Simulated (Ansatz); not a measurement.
KCoF3 (Pm-3m): one cell, several electronic states

All numbers are calculated (LDA+U, U_eff = 3.0 eV (Dudarev form) on Co d, fully localised double counting, scalar-relativistic datasets, 420 eV, PAW set soft_2 (made for PBE), 5×5×5 mesh, Gaussian smearing of 0.05 eV) with the plane-wave PAW code Ansatz.

```xyz
5
Lattice="4.0710 0.0000 0.0000 0.0000 4.0710 0.0000 0.0000 0.0000 4.0710" Properties=species:S:1:pos:R:3 pbc="T T T"
K     0.0000    0.0000    0.0000
Co    2.0355    2.0355    2.0355
F     0.0000    2.0355    2.0355
F     2.0355    0.0000    2.0355
F     2.0355    2.0355    0.0000
```

The structure is that of a cell as deposited in COD, unrelaxed.

Cell and atoms stay fixed, and the cell was started in 11 ways, without spin–orbit coupling. The starts were built for 7 d electrons on Co, a formal count that the converged states needn't keep. Starting moments of the plain starts: Co2 3.00 μB (atoms counted from 1).

Energies count from the lowest free state found; constrained states (a lock kept on the moments, or spin off) can lie above or below free ones. A natural orbital (eigenvector of a shell's occupation matrix) is counted as filled above 0.75 (0.9 in a metal) and as partly filled from 0.35 up to that; ↑ and ↓ are the spin channels.

| state | reached from | ΔE (meV/atom) | gap (eV) | P (GPa) | cell spin moment (μB) | site spin moments (μB) | shell filling | Hubbard energy (eV/cell) | flags |
| --- | --- | --- | --- | --- | --- | --- | --- | --- | --- |
| 1 | from atoms, default search; random orbitals: pairs of harmonics, high spin (draw 3); random orbitals: random mixtures, high spin (draw 2); 2 more | 0.0 | 1.91 | -5.3 | 3.00 | Co 2.60; F 0.07 | Co 5↑ 2↓, 7.24 e | 0.38 | – |
| 2 | random orbitals: pairs of harmonics, high spin (draw 8); random orbitals: single harmonics, high spin (draw 6); random orbitals: single harmonics, high spin (draw 1); 2 more | 23.6 | 1.59 | -5.5 | 3.00 | Co 2.60; F 0.05, 0.08 | Co 5↑ 2↓, 7.24 e | 0.38 | possible saddle point |
| 3 | from atoms, symmetry kept, no search | 135.2 | metal | -6.7 | 3.00 | Co 2.57; F 0.09 | Co 5↑ 0↓(+3 partly), 7.30 e | 1.24 | – |

The lowest free state (state 1) has 7 d electrons in filled orbitals, 3 of them unpaired, the high-spin filling, a gap of 1.91 eV and a whole-number cell moment of 3 μB, as a collinear insulator must have. Its natural occupations are Co2 spin up: 1.00 1.00 1.00 1.00 1.00; Co2 spin down: 0.05 0.10 0.10 1.00 1.00. Since all bands are wholly filled or empty, the fractional occupations (0.10) come from mixing of the shell with the neighbours' orbitals (covalency), not from partly filled bands. The Hubbard potential on a natural orbital is U(½ − λ), so on Co2 an orbital at λ = 1.00 is pushed 2.7 eV below one at λ = 0.10 of the same spin (U × 0.89). The gap is 1.91 eV; it is smaller, since bands have width and a band edge can belong to other orbitals than these. The crystal field splits d orbitals too, which this count leaves out.

State 2 lies 23.6 meV/atom higher, or 0.12 eV per cell. It has 7 d electrons in filled orbitals, 3 of them unpaired, the high-spin filling, a gap of 1.59 eV and a whole-number cell moment of 3 μB, as a collinear insulator must have; natural occupations Co2 spin up: 1.00 1.00 1.00 1.00 1.00; Co2 spin down: 0.05 0.10 0.11 1.00 1.00. Both fill the same number of orbitals in each spin, so they differ in which orbitals are filled. With J = 0 the Hubbard energy is (U/2) Σ λ(1 − λ), a penalty on fractional natural occupations. The sums Σ λ(1 − λ) over the cell's shells are 0.25 for state 1 and 0.25 for state 2, which at U/2 = 1.50 eV give 0.38 and 0.38 eV per cell. The two differ by 0.00 eV, within U times the program's tolerance on the occupations (0.007), so the Hubbard term itself makes little of the difference of 0.12 eV per cell, though U shapes both states.

State 3 lies 135.2 meV/atom higher, or 0.68 eV per cell. It has no gap on the mesh (a metal), yet a whole-number cell moment of 3 μB, as a half-metal would have; natural occupations Co2 spin up: 1.00 1.00 1.00 1.00 1.00; Co2 spin down: 0.10 0.10 0.70 0.70 0.70. State 3 spreads its shell electrons over partly filled bands where state 1 fills whole orbitals. Its Hubbard energy is 1.24 eV per cell, against 0.38 eV in state 1. Of the difference of 0.68 eV per cell, the Hubbard term gives 0.86 eV and all other terms -0.18 eV, so the Hubbard term alone decides the order: the other terms favour state 3.

The run from atoms that was held to its symmetry (48 operations, no search for lower states) ended 135.2 meV/atom above the lowest state, which was reached only by runs with 12 or fewer. The lowest state breaks the full symmetry: on Co2, 3 orbitals that the symmetry makes equivalent hold 0.70 electrons each in one spin of the symmetric run, while the lowest state puts 0.97, 0.97, 0.05 there.

With one Co ion in the cell, Co moments can't oppose each other.

In the lowest free state the fixed cell carries a pressure of -5.3 GPa (the cell is larger than this level of theory would relax to); relaxing would change energies and could change the order of close states.

The lowest state found needn't be the ground state of this level of theory. For metallic states the mesh is coarse, so energy differences carry some meV/atom. The value of U was drawn from a range and not derived for this compound; another value can change gaps, moments and the order of states. A gap on the mesh alone may shrink between mesh points. Site moments are integrated in small spheres and here fall short of the shell's N↑ − N↓.
